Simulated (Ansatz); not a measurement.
YGe2Ru2:
```
CELL_PARAMETERS angstrom
     -2.12186     2.12186     4.89819
      2.12186    -2.12186     4.89819
      2.12186     2.12186    -4.89819
ATOMIC_POSITIONS crystal
  Y  0.00000 0.00000 0.00000
  Ge 0.63132 0.63132 0.00000
  Ge 0.36868 0.36868 0.00000
  Ru 0.75000 0.25000 0.50000
  Ru 0.25000 0.75000 0.50000
```

Relaxed with r²SCAN. Special points in fractions of this cell's reciprocal vectors: Γ (0.000, 0.000, 0.000); X (0.000, 0.000, 0.500); P (0.250, 0.250, 0.250); N (0.000, 0.500, 0.000); M (0.500, 0.500, -0.500); S (0.297, 0.703, -0.297); S0 (-0.297, 0.297, 0.297); R (-0.094, 0.094, 0.500); G (0.500, 0.500, -0.094).

Task: List the band energies nearest the Fermi level at these points for r²SCAN (plane waves, PAW; program Ansatz).

Result: In eV from the Fermi level; about four levels below and three above (degenerate sets whole), none deeper than 8.9 eV; points with the same levels are listed once.

```
k                    below           above
-  -----------------------  --------------
Γ  -0.51 -0.44 -0.44 -0.10  0.11 1.41 3.07
X  -0.72 -0.56 -0.56 -0.45  1.70 1.93 3.93
P  -0.69 -0.69 -0.54 -0.47  1.84 1.84 3.39
N  -1.67 -1.60 -0.77 -0.21  1.06 2.90 3.21
M  -2.44 -2.44 -2.23 -0.09  0.25 0.25 1.41
S  -1.67 -1.41 -1.38 -1.33  1.27 1.48 1.94
R  -1.99 -1.22 -0.57 -0.28  0.46 1.71 1.94
```

Space group I4/mmm. The workflow started from a Materials Project entry (that database holds measured and hypothetical structures alike); the Crystallography Open Database files this formula in space group No. 139, but the cells were not matched. Whether it is the stable phase at ambient conditions was not checked. Symmetry was held in the r²SCAN relaxation; whether a distortion lowers the energy is not shown. The run is not spin-polarised. Spin–orbit coupling is left out wherever it is not named.

Potentials: the later of the program's two PAW sets.
